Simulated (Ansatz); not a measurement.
ScAs:
```
CELL_PARAMETERS angstrom
      0.00000     2.67711     2.67711
      2.67711     0.00000     2.67711
      2.67711     2.67711     0.00000
ATOMIC_POSITIONS crystal
  Sc 0.00000 0.00000 0.00000
  As 0.50000 0.50000 0.50000
```

Relaxed with LDA. Special points in fractions of this cell's reciprocal vectors: Γ (0.000, 0.000, 0.000); X (0.500, 0.000, 0.500); U (0.625, 0.250, 0.625); K (0.375, 0.375, 0.750); L (0.500, 0.500, 0.500); W (0.500, 0.250, 0.750).

List the band energies nearest the Fermi level at these points for DFT-LDA in the program Ansatz with PAW potentials.

In eV from the Fermi level; about four levels below and three above (degenerate sets whole), none deeper than 8.9 eV; points with the same levels are listed once.

```
k                    below           above
-  -----------------------  --------------
Γ                        –  1.05 1.05 1.05
X  -3.69 -0.79 -0.79 -0.61  2.33 3.18 3.18
U        -3.37 -3.13 -1.47  1.22 2.89 3.29
L        -4.96 -1.95 -1.95  2.72 2.72 3.21
W        -3.01 -3.01 -2.42  2.41 2.41 3.12
```

Space group Fm-3m (rock salt). The workflow started from a Materials Project entry (that database holds measured and hypothetical structures alike); the Crystallography Open Database files this formula in space group No. 225, but the cells were not matched. Whether it is the stable phase at ambient conditions was not checked. The cell was relaxed with LDA under the symmetry of its start; of distortions, only those at the zone centre were tested. The run is not spin-polarised. Spin–orbit coupling is left out wherever it is not named.

Potentials: the later of the program's two PAW sets.
